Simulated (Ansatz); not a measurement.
Data:

AlN:
```
AlN
1.0
    0.00000     2.01888     2.01888
    2.01888     0.00000     2.01888
    2.01888     2.01888     0.00000
Al N
1 1
Cartesian
  0.00000   0.00000   0.00000
  2.01888   2.01888   2.01888
```

This is the r²SCAN-relaxed structure.

All from DFT-r²SCAN in the program Ansatz with PAW potentials, unless another level is named. Estimate the band gap.

5.52 eV (indirect).

Next, the valence-band maximum?

at Γ.

Give the conduction-band minimum.

at X (3 equivalent valleys).

Space group Fm-3m (rock salt). This is a known high-pressure phase of the composition, computed here at zero pressure and temperature. The r²SCAN relaxation kept the symmetry of its start; whether a distortion lowers the energy is not shown. The volume moved by -16 % from the start of the relaxation.

Potentials: the later of the program's two PAW sets.
